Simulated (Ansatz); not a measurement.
A trial cell of Sc₂BeTe₄, before relaxation:

```
CELL_PARAMETERS angstrom
5.09982 0.00000 0.00000
-2.54991 4.41657 0.00000
0.00000 0.00000 8.94529
ATOMIC_POSITIONS crystal
Sc 0.33333 0.66667 0.50000
Sc 0.33333 0.66667 0.00000
Be 0.66667 0.33333 0.50000
Te 0.66667 0.33333 0.18612
Te 0.66667 0.33333 0.81388
Te 0.33333 0.66667 0.21429
Te 0.33333 0.66667 0.78571
```

The calculation used DFT PBE, scalar-relativistic, plane waves, PAW in Ansatz. Cutoff 420 eV, Gaussian smearing, Γ-centred meshes. Cell and atoms relax first on a coarse mesh and then on a finer one. In between, the cell is made exact in the group found at 0.06 Å. In metals the finer mesh still leaves noise of several meV/atom or more. The steps can't lower the symmetry of their start. No spin polarisation in the relaxation; trial moments died out in a coarse test.

A guess keeps its type if space group and coordination stay and the shape of the cell changes little (axis ratios within about 15 %, angles within 6°); the volume may change.

Problem. Does it keep its structure type, or change into something else?

Solution. It doesn't keep its type. The symmetry stays P-6m2 (No. 187). The volume per atom grows by 14.7 %, from 28.8 to 33.0 Å³. The shortest distance goes from 1.92 Å (Sc–Te) to 2.57 Å (Sc–Be). The ratio c/a of the conventional cell changes by a factor of 1.72. Counting neighbours within 15 % of an atom's shortest distance, the start has Be 5, Sc 2, Te 1/4 and the end Be 3, Sc 5/6, Te 1/4. In detail, at the end around Sc on its first site lie 3 Be at 2.57 Å and 2 Te at 2.65 Å; Be is surrounded by 3 Sc at 2.57 Å; Te on its first site is surrounded by 3 Sc at 2.99 Å, 1 Te at 3.04 Å and 3 Te at 3.63 Å; 2 more sites not described.

```cif
data_structure
_symmetry_space_group_name_H-M 'P-6m2'
_symmetry_Int_Tables_number 187
_cell_length_a 4.4548
_cell_length_b 4.4548
_cell_length_c 13.4442
_cell_angle_alpha 90.000
_cell_angle_beta 90.000
_cell_angle_gamma 120.000
_cell_volume 231.06
loop_
_atom_site_label
_atom_site_type_symbol
_atom_site_symmetry_multiplicity
_atom_site_Wyckoff_symbol
_atom_site_fract_x
_atom_site_fract_y
_atom_site_fract_z
_atom_site_occupancy
Sc1 Sc 1 d 0.33333 0.66667 0.50000 1
Sc2 Sc 1 c 0.33333 0.66667 0.00000 1
Be1 Be 1 f 0.66667 0.33333 0.50000 1
Te1 Te 2 i 0.66667 0.33333 0.11313 1
Te2 Te 2 h 0.33333 0.66667 0.30322 1
```

Energies over the elements count from the elements' standard structures at the same level, with no fitted energy shifts.

Problem. At what energy does it end?

Solution. +0.09 eV/atom. The separate elements lie lower, so it is unstable against them.

The last run used a 12×12×4 mesh (in the run's order of axes) for its 7-atom cell and Gaussian smearing of 0.10 eV. Weakly bound directions are ill-defined at this level, which has no dispersion term. These runs have no spin–orbit coupling, which can matter for Te. The reference form of Te is held partly by dispersion forces, which this level lacks. Symmetry constrained the relaxation, so the result can be a saddle point.

In counts of neighbours, a slash parts the counts of unlike sites.
